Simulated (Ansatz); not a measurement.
**Sn₃O₄: pressure against volume**

Sn₃O₄, Pmmm, a = 3.013 Å, b = 5.774 Å, c = 7.097 Å. The structure is a Materials Project entry; whether it is the stable form wasn't checked. Ansatz: PBEsol, PAW, 420 eV, Γ-centred 6×6×6 mesh on 14 atoms, Gaussian smearing 0.10 eV; no spin polarisation. Shape and atoms are relaxed at each volume; pressure is positive in compression.

| V (Å³/atom) | P (GPa) |
| --- | --- |
| 15.522 | ? |
| 16.051 | 10.66 |
| 16.580 | 6.48 |
| 17.109 | 2.96 |
| 17.639 | 0.01 |
| 18.168 | -2.45 |
| 18.697 | -4.48 |
| 19.402 | -6.58 |

Task: Take V0 = 17.639 Å³/atom, count pressures from its P0 = 0.01 GPa, fit the third-order Birch–Murnaghan form to the other rows, and predict the missing pressure.

Result: With the Eulerian strain f = ½[(V0/V)^(2/3) − 1] and y = (P − P0)/[3f(1 + 2f)^(5/2)], the form is the line y = B0 + 1.5 B0 (B0′ − 4) f. Rows (f, y): 0.03246, 93.5; 0.02107, 92.3; 0.01027, 91.0; -0.00975, 88.3; -0.01904, 86.6; -0.03077, 83.7. Means f = 0.0007067, y = 89.233; Σ(Δf)² = 0.003004, ΣΔfΔy = 0.4508; the slope is their ratio. y = 89.13 + 150.0 f GPa, so B0 = 89.1 GPa and B0′ = 4 + 2 × (150.0)/(3 × 89.13) = 5.12. At V = 15.522, f = 0.04449, y = 95.80 and P = 15.83 GPa. The run gave 15.57 GPa, so the fit is 0.26 GPa too high, 1.2 % of the span of the series, against an rms of 0.04 GPa on the fitted rows. The row lies outside the fitted range. The points of y bend away from a line: a fourth-order term fitted to them gives P = 15.54 GPa at this row's volume (the line 15.83, the run 15.57).